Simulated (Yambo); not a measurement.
G0W0@LDA for a free-standing CaO$_{2}$H$_{2}$ monolayer (symmetry P-3m1, slab cell 17.5 Å high) in Yambo. Reference settings: 6×6×1 Γ-centred k mesh, 103 bands and a 6 Ry block in the screening, 103 bands in G with the Bruneval-Gonze terminator, plasmon pole fitted at 27.2 eV, slab-truncated Coulomb interaction, stochastic integration of W near q = 0. The LDA gap Γ → Γ on this mesh is 3.68 eV; G0W0 gaps are taken between the same points.

With and without the terminator, as bands are cut:

```
bands in G (in W)  gap, terminator (eV)  gap, none (eV)  valence shift, terminator (eV)  valence shift, none (eV)
-----------------  --------------------  --------------  ------------------------------  ------------------------
25 (25)                           7.522           7.300                          -2.041                    -1.709
39 (39)                           7.130           6.876                          -1.887                    -1.539
56 (56)                           7.032           6.773                          -1.905                    -1.559
79 (79)                           7.011           6.771                          -1.960                    -1.642
103 (103)                         7.013           6.802                          -2.000                    -1.720
```

Over this range the gap spans 0.511 eV with the terminator and 0.529 eV without, the valence shift 0.154 eV and 0.181 eV. Neither column has reached its limit for certain.

Geometry relaxed with LDA; primitive cell a = b = 3.515 Å, c = 17.500 Å, α = β = 90.00°, γ = 120.00°.

This is a model layer cut from the bulk structure; whether it is stable on its own was not checked.

A shift is the quasiparticle energy of the state minus its LDA energy.
